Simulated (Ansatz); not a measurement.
The geometry is COD entry 9012924, unchecked; take it as a test cell.

Input and log of a run on Ti: DFT, PBEsol, PAW with Ansatz's default frozen-core files, scalar-relativistic (Ansatz 0.2.0).

Command: `ansatz run input.yaml --threads 1 --pin off --max-ram 3072MiB --backend cpu --events-out ev --progress --plain --runs-dir out` The run took 6.5 s on 1 thread of Arm Neoverse V1 (shared host), peak memory 0.33 GiB.

```yaml
crystal:
  lattice:
    - [-1.641, 1.641, 1.641]
    - [1.641, -1.641, 1.641]
    - [1.641, 1.641, -1.641]
  atoms:
    - { symbol: Ti, position: [0.0, 0.0, 0.0] }
kpoints:
  mp_grid: { grid: [14, 14, 14] }
  band_path:
    path:
      - [0.0, 0.0, 0.0]
      - [0.5, -0.5, 0.5]
      - [0.0, 0.0, 0.5]
      - [0.0, 0.0, 0.0]
      - [0.25, 0.25, 0.25]
      - [0.5, -0.5, 0.5]
      - [0.25, 0.25, 0.25]
      - [0.0, 0.0, 0.5]
    npoints: 14
scf:
  occupations: { method: fermi_dirac, width: 0.05 }
hamiltonian:
  xc: pbesol
  pseudopotentials: { kind: paw }
output:
  forces: true
  stress: true
  eigenvalues: true
  efg: { contact_densities: true }
  populations: true
  bader: true
  dos: { projected: true, de: 0.2, e_range: [-14, 8] }
  write_density: true
  write_potential: true
  elf: true
  volumetric_format: npy
```

Output:

```
Engine: ansatz 0.2.0
Pseudopotentials: kind: paw
Pseudopotential: Ti, paw, valence charge 12, recommended cutoff 420 eV (normal)
Functional definition: PBEsol
  exchange = pbesol_x
  correlation = pbesol_c
Crystal: 1 atoms, lattice volume = 17.676 Å³
Basis set: ecut = 420 eV, 369 PW (Γ), exchange–correlation on 40×40×40 points (8 copies of the dense FFT grid, shifted against one another)
Bands: 10, of which v1, the nominal top of the filled ones, is band 6 counted from 1 (5 counted from 0)
Symmetry: 48 space group operations
Space group: Im-3m (ITA 229), of the structure as read, at distance tolerance 2.6e-5 Å
k-points: 104 of 2744
Non-local potential: Ti, projectors of the file, l = 0: 3, l = 1: 2, l = 2: 3, l = 3: 1
PAW form: soft (Blöchl's): semilocal exchange-correlation on the pseudo side does not see the compensation charge
PAW frozen core: Ti, regenerated for the run's functional, and the local potential with it (the file was generated under x = pbe(κ = 0.804, μ = 0.2195149727645171), c = pbe(β = 0.06672455060314922))
PAW one-centre angular grid: Ti, 590 points (default); XC on 64 Gauss nodes
Initial density: superposition of atomic densities (neutral atoms: chi_scale 0, normalization atom), corrected by the library's trained network
Initial wavefunctions: pseudopotential atomic-orbital guess
Functional: x = pbesol(κ = 0.804, μ = 0.12345679012345678), c = pbesol(β = 0.046)
SCF iter   1: F=—  HF=-2473.776985 eV  |F-HF|=—  |Δ(HF+E_count)|=         —  Δρ=4.96e-3  dr2=2.57e-3  ethr=1.77e-3  ⟨swp⟩=4.4  Hψ=5536  notcnv=0
preconditioner: auto → none  [metal: Δε(μ)=0.015 eV  Ē_g=4.086 eV  σ=0.050 eV  W_gap=0.08  n_scr=0 (ndim 8)  ℏωp=17.7 eV  f_vac=0.000  D(μ)=2.57/eV (n_scr^D=42)]
SCF iter   2: F=—  HF=-2473.776017 eV  |F-HF|=—  |Δ(HF+E_count)|=   9.68e-4  Δρ=1.50e-3  dr2=3.87e-4  ethr=2.14e-5  ⟨swp⟩=3.0  Hψ=2870  notcnv=0
SCF iter   3: F=—  HF=-2473.775941 eV  |F-HF|=—  |Δ(HF+E_count)|=   7.57e-5  Δρ=8.03e-4  dr2=4.98e-5  ethr=3.23e-6  ⟨swp⟩=2.2  Hψ=1401  notcnv=0
SCF iter   4: F=—  HF=-2473.775944 eV  |F-HF|=—  |Δ(HF+E_count)|=   3.47e-6  Δρ=1.21e-4  dr2=1.11e-6  ethr=4.15e-7  ⟨swp⟩=1.0  Hψ=1040  notcnv=0
iter 5 did not close the SCF: its close was put off for the readings that it lacked (scf_convergence_deferred on its scf_iter line)
SCF iter   5: F=-2473.775945 eV  HF=-2473.775945 eV  |F-HF|=2.97e-9  |Δ(HF+E_count)|=   1.43e-7  Δρ=8.74e-6  dr2=6.30e-9  ethr=9.29e-9  ⟨swp⟩=1.0  Hψ=1040  notcnv=0
SCF iter   6: F=-2473.775945 eV  HF=-2473.775945 eV  |F-HF|=8.64e-12  |Δ(HF+E_count)|=  4.68e-10  Δρ=5.46e-7  dr2=1.14e-11  ethr=5.25e-11  ⟨swp⟩=3.7  Hψ=4611  notcnv=0
SCF 1 converged in 6 iterations: F = -2473.775945 eV  dr2 = 1.14e-11
  greatest PAW one-centre occupation: 0.999 electrons in one spin orbital (limit 2), on the Ti atom at site 0 (counted from 0), in its partial waves of l = 0
NSCF: frozen V_eff on 99 k-points
SCF converged after 6 iterations
Free energy (F): -2473.775945 eV
Harris-Foulkes:  -2473.775945 eV  (|F-HF|=8.64e-12)
Internal energy: -2473.755241 eV  (E = F + TS)
E sigma→0 (E₀):  -2473.765593 eV
Entropy (-TS):   -0.020704 eV (-20.704 meV/atom)
Fermi energy:    12.717477 eV
--- Per-component energies (eV) ---
  E_band       = -160.507656
  E_kinetic    = 271.833957
  E_local      = -823.333642  (includes V_loc(G=0)·N_el)
  E_nonlocal   = 9.635541
  E_hartree    = 336.501608
  E_xc         = -96.370104
  E_vxc        = -121.066020  (∫ρ·V_xc dr)
  E_paw        = -1022.538594  (= ΣΔE_a)
  E_vpaw       = -170.580864  (= ΣTr[D̂ρ^β])
  E_aug_tail   = 0.000115  (compensation charges beyond the density's cutoff)
  E_ewald      = -1149.623506
  E_core_change = 0.139384  (= ΣΔE_core)
  E_smearing   = -0.020704  (= −TS)
  E_closure    = 0.000000  (closes the sum)
  Σ components = -2473.775945   (vs F -2473.775945, Δ=0.00e0)
--- Forces (eV/Å), atoms counted from 1 ---
  atom   1  Ti    -0.00000000    -0.00000000     0.00000000
  max |Σ_I F_I| component: 4.31e-32 eV/Å
--- Stress (GPa, compression-positive) ---
       -6.651759      -0.000000      -0.000000
        0.000000      -6.651759       0.000000
       -0.000000      -0.000000      -6.651759
  P = ⅓ Tr σ = -6.6518 GPa (-66.518 kbar)
--- PAW observables at the nuclei: V_zz in 10²¹ V/m², potentials from the cell's mean, atoms counted from 1 ---
  atom   1  Ti V_zz =    +0.000000   η = 0.0000   by run symmetry: forbidden
            electrostatic potential = -2530.669242 V   contact ρ = 56644.203904 e/Å³
--- Band table (eV; the first three rows and the last of 104) ---
  k-point 0: bands = ["-43.5666", "-19.5512", "-19.5512", "-19.5512", "6.8283", "13.6988", "13.6988", "13.6988", "15.4380", "15.4380"]
  k-point 1: bands = ["-43.5605", "-19.5846", "-19.5615", "-19.5514", "7.0000", "13.6209", "13.6765", "13.8236", "15.3486", "15.4428"]
  k-point 2: bands = ["-43.5432", "-19.6774", "-19.5903", "-19.5519", "7.4951", "13.4099", "13.5658", "14.1863", "15.1816", "15.4620"]
  k-point 103: bands = ["-43.3526", "-19.9974", "-19.9974", "-19.9974", "10.6775", "10.6775", "16.5918", "16.5918", "16.5918", "20.9244"]
--- Löwdin populations: 1 site ---
  site symbol       q [e]
     0     Ti     11.8685
  spilling = 0.010957 (of n_electrons = 12.000000)
--- Bader charges: 1 site ---
  site symbol  charge [e]  shift [e]
     0     Ti      0.0000     0.0000
  estimated error of the sums over rays = 2.5e-7 e
```
